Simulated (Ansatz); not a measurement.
Here is the system:

In$_{2}$Au:
Space group Fm-3m (No. 225); a = b = c = 6.464 Å, α = β = γ = 90.00°

| atom | site | symmetry | x | y | z |
|---|---|---|---|---|---|
| In | 8c | -43m | 0.2500 | 0.2500 | 0.2500 |
| Au | 4a | m-3m | 0.0000 | 0.0000 | 0.0000 |
(The calculation used a cell of 3 atoms; values per cell refer to that cell.)

This is the LDA-relaxed structure.

Problem. All from plane-wave PAW LDA (Ansatz code), unless another level is named. Predict the formation energy from the elements (no fitted shifts).

Solution. -26 kJ/mol of atoms.

Problem. Give the density of states at the Fermi level.

Solution. 0.34 states/eV per atom (mean over ±0.08 eV).

The workflow started from a Materials Project entry (that database holds measured and hypothetical structures alike); the Crystallography Open Database files this formula in space group No. 225, but the cells were not matched. Whether it is the stable phase at ambient conditions was not checked. The cell was relaxed with LDA under the symmetry of its start; of distortions, only those at the zone centre were tested. The references are the lowest solids computed at this level, not always the standard phases. Scalar-relativistic: spin–orbit coupling is off unless named, which matters more the heavier the elements.

Potentials: the later of the program's two PAW sets.
